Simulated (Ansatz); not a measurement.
## How far is PAW off for YCl?

```
Y Cl
1.0
     1.83863    1.06153    9.17500
    -1.83863    1.06153    9.17500
     0.00000   -2.12306    9.17500
Y Cl
2 2
Direct
  0.21683 0.21683 0.21683
  0.78317 0.78317 0.78317
  0.38830 0.38830 0.38830
  0.61170 0.61170 0.61170
```

Atom numbers follow the list: Y1, Y2, Cl3, Cl4.

The geometry is COD entry 4344519, unchecked; take it as a test cell. The listed cell was then made from it by scaling, straining or moving an atom.

Levels of theory: DFT, PBEsol, PAW with Ansatz's default frozen-core files, scalar-relativistic (Ansatz 0.2.0); DFT, PBEsol, all-electron LAPW, scalar-relativistic (Ansatz 0.2.0).

For PAW: a Γ-centred 8×8×8 k mesh, Fermi–Dirac smearing of 0.02 eV, cutoff 420 eV, no spin polarisation; the PAW files were made with PBE, and the program remakes their frozen cores for this functional. LAPW targets a basis error of 1 meV/atom. The Ansatz runs share mesh, smearing and spin set-up. Plane-wave (PAW) pressures include the program's estimate of the Pulay term.

Stress and pressure are positive in compression.

The change that made this cell: equal xx and yy strain of -2 %.

PAW results:

```csv
quantity,PAW
pressure (GPa),1.21
stress xx (GPa),0.55
stress zz (GPa),2.52
"force on Y1, z (eV/Å)",-0.105
"force on Cl3, z (eV/Å)",-0.255
```

What does LAPW (all electrons) give for the same quantities?


```
              quantity    LAPW
        pressure (GPa)    1.21
       stress xx (GPa)    0.55
       stress zz (GPa)    2.53
 force on Y1, z (eV/Å)  -0.107
force on Cl3, z (eV/Å)  -0.256
```
